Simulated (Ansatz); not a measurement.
Ti2GeC in space group P6_3/mmc (No. 194; Ti on 4f, Ge on 2d, C on 2a) under volume change, the program Ansatz at the r²SCAN level (PAW), shape and atoms relaxed at each volume.

```tsv
V (Å³/atom)	E − E(relaxed) (meV/atom)	P (GPa)
12.099	65.9	19.17
12.498	27.7	11.74
12.897	6.5	5.40
13.296	0.0	0.00
13.695	5.9	-4.61
14.094	22.4	-8.53
14.493	47.8	-11.83
```

Task: What does a third-order Birch–Murnaghan fit give for V₀, B₀ and B′?

Result: V₀ = 13.30 Å³/atom, B₀ = 166 GPa, B′ = 4.3.

The workflow started from a Materials Project entry (that database holds measured and hypothetical structures alike); the Crystallography Open Database copy checked does not list it. Its standing as an ambient phase is unchecked. The r²SCAN relaxation kept the symmetry of its start; of distortions, only those at the zone centre were tested. The run is not spin-polarised.

Potentials: the later of the program's two PAW sets.
